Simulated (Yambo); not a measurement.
Yambo run on MgS (rock salt, space group Fm-3m, No. 225). The wavefunctions are norm-conserving LDA (Quantum ESPRESSO, 84 Ry, scalar-relativistic) ones on a 6×6×6 mesh (8 occupied bands); a = b = c = 3.6284 Å, α = β = γ = 60.00°.

Yambo input:

```
rim_cut
gw0
dyson
el_el_corr
HF_and_locXC
ppa
em1d
RandQpts= 1000000
RandGvec= 1 Ry
EXXRLvcs= 84 Ry
VXCRLvcs= 336 Ry
Chimod= "HARTREE"
% BndsRnXp
 5 | 18 |
%
NGsBlkXp= 2 Ry
% LongDrXp
 1.0 | 1.0 | 1.0 |
%
PPAPntXp= 27.2114 eV
% GbndRnge
 1 | 18 |
%
GTermKind= "BG"
DysSolver= "n"
ExtendOut
% QPkrange
 1 | 1 | 8 | 9 |
 13 | 13 | 9 | 9 |
%
```

k points by index: 1 = Γ, 13 = X.

The o-*.qp file then holds:

```
#    K-point    Band    Eo [eV]    E [eV]    E-Eo [eV]    Vxc [eV]    Vnlxc [eV]    Sc|Eo [eV]    Sc|E [eV]    dSc/dw|Eo [eV]    Re(Z)    Im(Z)
#
    1    8    0.000000    -0.484113    -0.484113    -13.37472    -16.36393    2.384545    2.505101    -6.774624    0.800661    -0.001506
    1    9    3.812391    5.007874    1.195482    -11.55281    -6.741058    -3.363087    -3.616269    -5.762221    0.825245    -0.001343
    13    9    2.648599    4.005220    1.356621    -11.06056    -6.499913    -2.924237    -3.204025    -5.611531    0.829034    -0.001328
```
(The two width columns are left out.) Convergence of these settings isn't established.

Geometry relaxed with LDA.
